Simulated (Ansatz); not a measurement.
Relaxing a structure of AlRu

The start is a relaxed AlRu cell, doubled along one cell vector, shaken by Gaussian noise of σ = 0.08 Å a coordinate. The cell and all atomic positions are relaxed at zero pressure with r2SCAN (plane waves to 500 eV, PAW, scalar-relativistic; Ansatz, a first-principles code). The first steps use a coarse 11×11×6 k-mesh.

The start:
```
AlRu
1.0
    2.98253     0.00000     0.00000
    0.00000     2.98253     0.00000
    0.00000     0.00000     5.96505
Al Ru
2 2
Direct
  0.49927   0.54191   0.25297
  0.49724   0.53013   0.72310
  0.03010   0.98828   0.02141
  0.97869   0.00838   0.50534
```

Problem. How large is the pressure on the unrelaxed cell, and of which sign?

Solution. +4.6 GPa (positive: the cell is compressed).

Problem. What is the largest force in the starting geometry, and on which atom (counted from 1)?

Solution. 2.47 eV/Å, on Ru3 (atoms numbered as listed).

Problem. How much energy is released per atom?

Solution. 0.12 eV/atom.

Problem. Is the parent structure recovered?

Solution. The parent structure is recovered, Pm-3m (No. 221).

Problem. Is the relaxed structure metallic? Give its gap.

Solution. Zero (metallic).

The end point of the relaxation:

Space group Pm-3m (No. 221); a = b = c = 2.983 Å, α = β = γ = 90.00°

```csv
atom,site,symmetry,x,y,z
Al,1b,m-3m,0.5000,0.5000,0.5000
Ru,1a,m-3m,0.0000,0.0000,0.0000
```

Final values are on a 16×16×16 k-mesh of the relaxed cell. No spin polarisation in the result.
